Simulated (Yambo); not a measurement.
G0W0@PBE for GaN (zinc blende, space group F-43m, No. 216) in Yambo. Reference settings: 6×6×6 Γ-centred k mesh, bands 5 to 146 and a 18 Ry block in the screening, 146 bands in G with the Bruneval-Gonze terminator, plasmon pole fitted at 27.2 eV. The PBE gap Γ → Γ on this mesh is 1.79 eV; G0W0 gaps are taken between the same points.

```json
[
 {"change from the reference": "reference settings", "G0W0 gap Γ → Γ (eV)": "2.74", "shift of the valence edge (eV)": "-0.68"},
 {"change from the reference": "77 bands in W, 77 bands in G, 7 Ry block", "G0W0 gap Γ → Γ (eV)": "2.67", "shift of the valence edge (eV)": "-0.45"},
 {"change from the reference": "7 Ry block", "G0W0 gap Γ → Γ (eV)": "2.65", "shift of the valence edge (eV)": "-0.48"},
 {"change from the reference": "112 bands in W, 112 bands in G, 3 Ry block", "G0W0 gap Γ → Γ (eV)": "2.37", "shift of the valence edge (eV)": "-0.21"},
 {"change from the reference": "exchange cut at 40 Ry", "G0W0 gap Γ → Γ (eV)": "2.58", "shift of the valence edge (eV)": "-0.44"},
 {"change from the reference": "30 bands in W, 30 bands in G", "G0W0 gap Γ → Γ (eV)": "?", "shift of the valence edge (eV)": "-0.41"},
 {"change from the reference": "30 bands in W, 30 bands in G, 7 Ry block", "G0W0 gap Γ → Γ (eV)": "2.76", "shift of the valence edge (eV)": "-0.30"},
 {"change from the reference": "wavefunctions cut at 30 Ry", "G0W0 gap Γ → Γ (eV)": "2.62", "shift of the valence edge (eV)": "-0.42"}
]
```

Estimate the withheld gaps from the other rows; the computed values follow.


- 30 bands in W, 30 bands in G, G0W0 gap Γ → Γ (eV): 2.84

The reference isn't shown to be the converged limit.

Spin-orbit coupling is not included.

Geometry relaxed with PBEsol; primitive cell a = b = c = 3.182 Å, α = β = γ = 60.00°.

This is not the ordinary phase of the substance; no match was found in the copy of COD used, and its stability was not checked.

A shift is the quasiparticle energy of the state minus its PBE energy.

The potentials are those of PseudoDojo's stringent table.
